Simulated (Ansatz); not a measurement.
## Ta: zone-centre modes

These are results of DFT PBEsol, scalar-relativistic, plane waves, PAW in Ansatz, not measurements. The runs took a 420 eV cutoff, a Γ-centred 24×24×24 mesh and Gaussian smearing (0.15 eV). Spin–orbit coupling is left out, which can shift energies with elements as heavy as these. No spin polarisation.

The starting cell (relaxed at this level; this fcc form isn't the usual structure):

```
Ta
1.0
     0.00000   -2.08780   -2.08780
    -2.08780    0.00000   -2.08780
     2.08780    2.08780   -4.17559
Ta
2
Direct
  0.50000 0.50000 0.50000
  0.00000 0.00000 0.00000
```

Harmonic modes by finite displacements of 0.02 Å, without the LO–TO term. The cell doubles the primitive one, so its zone centre also holds the primitive cell's point q = (0, 0, 1/2).

**Question.** At this geometry, is the structure stable against these modes?

**Answer.** Yes: no mode is imaginary beyond 10 cm⁻¹, and only the three translations lie near zero.

**Question.** List the wavenumbers in cm⁻¹.

**Answer.** 0, 0, 0, 36, 36, 192.

Cost: 1 run of about 9.6 core-minutes, on AMD EPYC 7571 (shared hosts).